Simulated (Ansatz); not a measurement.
ScSnCN:
```
ScSnCN
1.0
    3.58436     0.00000     0.00000
   -1.79218     3.10415     0.00000
    0.00000     0.00000     5.46311
Sc Sn C N
1 1 1 1
Direct
  0.33333   0.66667   0.52539
  0.66667   0.33333   0.00575
  0.33333   0.66667   0.11019
  0.66667   0.33333   0.60866
```

Relaxed with r²SCAN. Special points in fractions of this cell's reciprocal vectors: Γ (0.000, 0.000, 0.000); M (0.500, 0.000, 0.000); K (0.333, 0.333, 0.000); A (0.000, 0.000, 0.500); L (0.500, 0.000, 0.500); H (0.333, 0.333, 0.500).

Question: List the band energies nearest the valence-band maximum at these points for the program Ansatz at the r²SCAN level (PAW).

Answer: In eV from the valence-band maximum; about four levels below and three above (degenerate sets whole), none deeper than 8.9 eV; points with the same levels are listed once.

```tsv
k	below	above
Γ	-2.48 -2.48 -0.18 0.00 0.00	2.18 4.09 4.09
M	-2.73 -2.22 -1.08 -0.61	3.14 3.44 4.09
K	-3.30 -2.06 -1.77 -0.53	2.59 3.37 4.14
A	-2.45 -2.45 -1.46 -0.11 -0.11	3.32 4.50 4.50
L	-2.30 -2.27 -1.06 -0.79	2.60 3.57 4.25
H	-2.50 -1.93 -1.50 -0.97	2.50 3.28 4.28
```

Space group P3m1. The start of the workflow was typed in or built on a structure type; neither database checked (COD, Materials Project) lists it. Its standing as an ambient phase is unchecked. The r²SCAN relaxation kept the symmetry of its start; whether a distortion lowers the energy is not shown. No spin polarisation was allowed. Scalar-relativistic: spin–orbit coupling is off unless named, which matters more the heavier the elements.

Potentials: the earlier of the program's two PAW sets.
